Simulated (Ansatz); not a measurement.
BN:
```xyz
8
Lattice="4.3982 0.0000 0.0000 0.0000 4.3982 0.0000 0.0000 0.0000 2.5380" Properties=species:S:1:pos:R:3 pbc="T T T"
B      0.7659     3.6324     1.2690
B      3.6324     0.7659     1.2690
B      2.9650     2.9650     0.0000
B      1.4332     1.4332     0.0000
N      3.5731     3.5731     1.2690
N      0.8251     0.8251     1.2690
N      3.0243     1.3740     0.0000
N      1.3740     3.0243     0.0000
```

Relaxed with PBEsol. Independent-particle spectrum: no excitons, no local fields, no scissors shift; 0.1 eV broadening; ε₁ of the summed bands alone.

Q: Tabulate the dielectric function from the program Ansatz at the PBEsol level (PAW).

A: 

```tsv
E (eV)	ε₁ xx	ε₂ xx	ε₁ zz	ε₂ zz
0.0	4.58	0.00	4.34	0.00
0.3	4.58	0.00	4.34	0.00
0.6	4.59	0.00	4.35	0.00
0.9	4.60	0.00	4.36	0.00
1.2	4.62	0.00	4.37	0.00
1.5	4.64	0.00	4.39	0.00
1.8	4.67	0.00	4.41	0.00
2.1	4.70	0.00	4.44	0.00
2.4	4.74	0.00	4.47	0.00
2.7	4.79	0.00	4.51	0.00
3.0	4.84	0.00	4.55	0.00
3.3	4.91	0.00	4.60	0.00
3.6	4.97	0.00	4.66	0.00
3.9	5.05	0.00	4.72	0.00
4.2	5.14	0.00	4.79	0.00
4.5	5.25	0.00	4.87	0.00
4.8	5.37	0.00	4.96	0.00
5.1	5.50	0.00	5.07	0.00
5.4	5.65	0.00	5.18	0.00
5.7	5.83	0.00	5.31	0.00
6.0	6.04	0.01	5.47	0.00
6.3	6.28	0.01	5.64	0.00
6.6	6.57	0.03	5.86	0.00
6.9	6.92	0.05	6.11	0.01
7.2	7.31	0.14	6.44	0.03
7.5	7.80	0.16	6.93	0.10
7.8	8.47	0.29	7.23	0.48
8.1	9.30	0.54	7.46	0.60
8.4	10.29	0.84	8.10	0.64
8.7	11.90	1.46	9.37	1.17
9.0	14.36	3.37	9.64	2.69
9.3	16.47	8.84	9.25	4.23
9.6	9.01	13.29	7.86	3.87
9.9	8.42	11.29	9.35	3.77
10.2	6.12	12.99	9.21	5.58
10.5	3.28	12.37	8.58	6.31
10.8	2.04	10.03	8.10	5.75
11.1	2.82	9.62	9.86	5.65
11.4	2.77	10.18	14.27	8.63
11.7	1.47	11.45	10.74	15.64
12.0	-1.02	11.09	1.88	19.11
```

With all bands, ε∞ without local fields is 4.79 (xx = yy), 4.52 (zz). DFPT, with local fields, gives 4.63 (xx = yy), 4.38 (zz).

Space group P4_2/mnm. The workflow started from a Materials Project entry (that database holds measured and hypothetical structures alike); the Crystallography Open Database copy checked does not list it. It is not the phase usual at ambient conditions (space group No. 186, 194, 216). The PBEsol relaxation kept the symmetry of its start; its stability against distortions is not shown here.

Potentials: the earlier of the program's two PAW sets.
